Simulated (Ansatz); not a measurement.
## Two states of Gd

```
Gd
1.0
     3.68472    0.00000    0.00000
    -1.84236    3.19106    0.00000
     0.00000    0.00000    5.86007
Gd
2
Cartesian
  0.0000 2.1274 1.4650
  1.8424 1.0637 4.3951
```

The numbers come from plane-wave PAW DFT (Ansatz): r2SCAN, 500 eV, 7×7×4 Γ-centred k points, fermi-dirac occupations (width 0.1 eV). Nothing was relaxed.

State A: Gd1 up, Gd2 down (collinear spin). State B: Gd1 up, Gd2 up (collinear spin).

Task: Compare the two self-consistent states.

Result: State B is lower by 72.7 meV an atom at zero smearing; in free energy at this smearing B lies -62.4 meV an atom from A.

```
state  free energy (meV/atom)  largest moment in a small sphere (μB)  net moment (μB/cell)  gap on mesh (eV)  pressure (GPa)  largest force (eV/Å)
    A                    62.4                                   7.51                  0.00             metal            -0.8                  0.00
    B                     0.0                                   7.59                 15.90             metal            -0.6                  0.00
```

Origin: a database entry at a rescaled volume. Caveats: f shells without a U or exact exchange are poorly placed.
